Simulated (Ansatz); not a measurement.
Slab of hcp Zn (0001), 2 layers

The slab is cut from the hcp crystal, the stable phase, as relaxed on PAW files (13.53 Å³/atom), with 16 Å of vacuum and a dipole correction:

```yaml
crystal:
  lattice:
    - [2.57459, 0.00000, 0.00000]
    - [-1.28729, 2.22966, 0.00000]
    - [0.00000, 0.00000, 18.35680]
  atoms:
    - { symbol: Zn, position: [0.83333, 0.16667, 0.43581] }
    - { symbol: Zn, position: [0.16667, 0.83333, 0.56419] }
```

All numbers are LDA results (scalar-relativistic) from Ansatz 0.2.0, with a Γ-centred 16×16×1 k mesh, Fermi–Dirac smearing of 0.1 eV, no spin polarisation. Methods: LAPW: all electrons, basis error target 1 meV/atom; PAW: frozen-core files, cutoff 420 eV.

The bulk energy comes from a cell in the slab's orientation on a 16×16×8 mesh. The surface energy is (E(slab) − N·E(bulk))/2A at zero smearing, the mean of both faces; thin slabs carry quantum-size effects.

The PAW files were made under PBE.

**Question.** As cut, the LAPW slab lies 0.471 eV above 2 atoms of bulk. What surface energy is that?

**Answer.** Over two faces of 5.74 Å² it is 41.0 meV/Å², and times 16.02 J/m² per eV/Å² that gives γ = 0.657 J/m².

| method | γ as cut (J/m²) | γ relaxed (J/m²) | Φ as cut (eV) | Φ relaxed (eV) |
| --- | --- | --- | --- | --- |
| LAPW | 0.657 | ? | 4.64 | 4.61 |

**Question.** What belongs in the row "LAPW", column "γ relaxed (J/m²)"?

**Answer.** 0.635.

**Question.** How do the spacings between the planes relax?

**Answer.** From the bottom face up: d12 +6.1 % of 2.357 Å.

**Question.** What changes if the vacuum is set to 22 Å?

**Answer.** LAPW then gives: no gap, work function 4.61 eV; PAW: no gap, work function 4.60 eV.
